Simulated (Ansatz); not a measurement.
# Phonons of Ir (Fm-3m)

```yaml
crystal:
  lattice:
    - [0.00000, 1.91540, 1.91540]
    - [1.91540, 0.00000, 1.91540]
    - [1.91540, 1.91540, 0.00000]
  atoms:
    - { symbol: Ir, position: [0.00000, 0.00000, 0.00000] }
```

Computed, not measured; unless marked otherwise by PBEsol, PAW on Ansatz 0.2.0's default frozen-core files (fitted under PBE), scalar-relativistic. k mesh 20×20×20, Fermi-Dirac smearing of 0.100 eV, cutoff 420 eV. The cell was relaxed by PAW under this functional.

Atoms are displaced by 0.0025 Å in the smallest supercells that hold the wave vectors of a 4×4×4 mesh. Negative values stand for unstable modes.

Task: What are the phonon energies at the solved wave vectors, in cm⁻¹?

Result: 

| q | point | modes (cm⁻¹) |
| --- | --- | --- |
| 0.250 0.000 0.000 | – | 87.7 (×2), 168.9 |
| 0.500 0.000 0.000 | L | 115.9 (×2), 201.6 |
| 0.250 0.250 0.000 | – | 115.6 (×2), 182.3 |
| 0.500 0.250 0.000 | – | 137.0, 152.8, 187.4 |
| -0.250 0.250 0.000 | – | 127.7, 142.4, 188.6 |
| 0.500 0.500 0.000 | X | 147.4 (×2), 194.0 |
| -0.250 0.500 0.250 | W | 162.2, 167.1 (×2) |

Task: Is the structure dynamically stable at these wave vectors?

Result: Yes, no mode is unstable there; wave vectors off this mesh aren't tested.

Task: The cell is scaled evenly to 13.633 and 14.476 Å³ (from 14.054), with free atoms relaxed and the shape held. What are the mode Grüneisen parameters γ = −d ln ω/d ln V?

Result: For the highest mode, 219.9 cm⁻¹ in the small cell and 184.0 in the large one give γ ≈ 2.97. From the change of the dynamical matrix on each mode:

```csv
point,cm⁻¹,γ
0.25/0/0,87.7,1.90
0.25/0/0,168.9,2.49
L,115.9,2.01
L,201.6,2.97
0.25/0.25/0,115.6,2.32
0.25/0.25/0,182.3,2.20
0.5/0.25/0,137.0,2.26
0.5/0.25/0,152.8,2.62
0.5/0.25/0,187.4,2.90
-0.25/0.25/0,127.7,1.88
-0.25/0.25/0,142.4,2.90
-0.25/0.25/0,188.6,2.65
X,147.4,2.53
X,194.0,3.01
W,162.2,2.46
W,167.1,2.97
```

Weighted by the modes' heat capacities at 300 K, the mean on this mesh is 2.48; it moves with the q mesh, and a coarse one overweights the zone boundary.

Known limits: frozen-core PAW files fitted under PBE, their cores solved anew for the functional of the run; responses of metals move with mesh and smearing; no spin-orbit coupling on heavy atoms.
